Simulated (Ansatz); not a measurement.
Data:

GeMo:
Space group Pm-3m (No. 221); a = b = c = 3.0900 Å, α = β = γ = 90.00°

| atom | site | symmetry | x | y | z |
|---|---|---|---|---|---|
| Mo | 1a | m-3m | 0.0000 | 0.0000 | 0.0000 |
| Ge | 1b | m-3m | 0.5000 | 0.5000 | 0.5000 |

This is the PBEsol-relaxed structure.

Task: All from DFT-PBEsol in the program Ansatz with PAW potentials, unless another level is named. Give the electronic character.

Result: metallic (no gap).

Task: Predict the formation energy from the elements (no fitted shifts).

Result: 0.054 eV/atom.

Task: Give the density of states at the Fermi level.

Result: 1.3 states/eV per atom (mean over ±0.08 eV).

Task: Next, the gap with spin–orbit coupling?

Result: none (metallic).

The cell is a constructed one: a structure type filled with these elements; neither database checked (COD, Materials Project) lists it. Its standing as an ambient phase is unchecked. The PBEsol relaxation kept the symmetry of its start; its stability against distortions is not shown here. No spin polarisation was allowed. The references are the lowest solids computed at this level, not always the standard phases. Scalar-relativistic: spin–orbit coupling is off unless named, which matters more the heavier the elements.

Potentials: the earlier of the program's two PAW sets. The files were generated under PBE; for other functionals the program regenerates the frozen cores, and for LDA and PBEsol the local potential too.
